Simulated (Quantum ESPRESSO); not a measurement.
Field gradients of Si₃N₄ from PBE PAW (JTH datasets; density from pw.x of a modified build of Quantum ESPRESSO, gradients reconstructed from it by a script), 25 Ha, k-mesh 4×4×8 through Γ:

```yaml
crystal:
  lattice:
    - [7.60454, 0.00000, 0.00000]
    - [-3.80227, 6.58572, 0.00000]
    - [0.00000, 0.00000, 2.90520]
  atoms:
    - { symbol: Si, position: [0.23108, 0.82495, 0.75000] }
    - { symbol: Si, position: [0.76892, 0.17505, 0.25000] }
    - { symbol: Si, position: [0.40613, 0.23108, 0.25000] }
    - { symbol: Si, position: [0.59387, 0.76892, 0.75000] }
    - { symbol: Si, position: [0.17505, 0.40613, 0.75000] }
    - { symbol: Si, position: [0.82495, 0.59387, 0.25000] }
    - { symbol: N, position: [0.33333, 0.66667, 0.75000] }
    - { symbol: N, position: [0.66667, 0.33333, 0.25000] }
    - { symbol: N, position: [0.96919, 0.66985, 0.75000] }
    - { symbol: N, position: [0.03081, 0.33015, 0.25000] }
    - { symbol: N, position: [0.29934, 0.96919, 0.25000] }
    - { symbol: N, position: [0.70066, 0.03081, 0.75000] }
    - { symbol: N, position: [0.33015, 0.29934, 0.75000] }
    - { symbol: N, position: [0.66985, 0.70066, 0.25000] }
```
The cell comes from the Materials Project (a computed structure). It is Si3N4 in P6₃/m. Stability against distortions was not tested.

Vzz is the sum of three terms, each taken along its main axis: the smooth valence density, the ions (nucleus and frozen core) with the augmentation charges of all other spheres, and the all-electron minus smooth density in the atom's own sphere. The split hangs on the datasets.  Cores are frozen. Against all-electron runs on small test molecules, this scheme's |Vzz| missed by −6 % on Si, under 1 % on N.

| site | smooth valence density | ions and other spheres | own sphere | Vzz (a.u.) |
|---|---|---|---|---|
| Si (atoms 1, 2, 3, 4, 5, 6) | -0.004 | 0.015 | ___ | ___ |
| N1 (atoms 7, 8) | 0.065 | -0.293 | ___ | ___ |
| N2 (atoms 9, 10, 11, 12, 13, 14) | 0.176 | -0.406 | ___ | ___ |

Question: Some entries are withheld; supply them.

Answer: 
- Si (atoms 1, 2, 3, 4, 5, 6), own sphere: 0.081
- Si (atoms 1, 2, 3, 4, 5, 6), Vzz (a.u.): 0.093
- N1 (atoms 7, 8), own sphere: -0.258
- N1 (atoms 7, 8), Vzz (a.u.): -0.485
- N2 (atoms 9, 10, 11, 12, 13, 14), own sphere: -0.260
- N2 (atoms 9, 10, 11, 12, 13, 14), Vzz (a.u.): -0.489
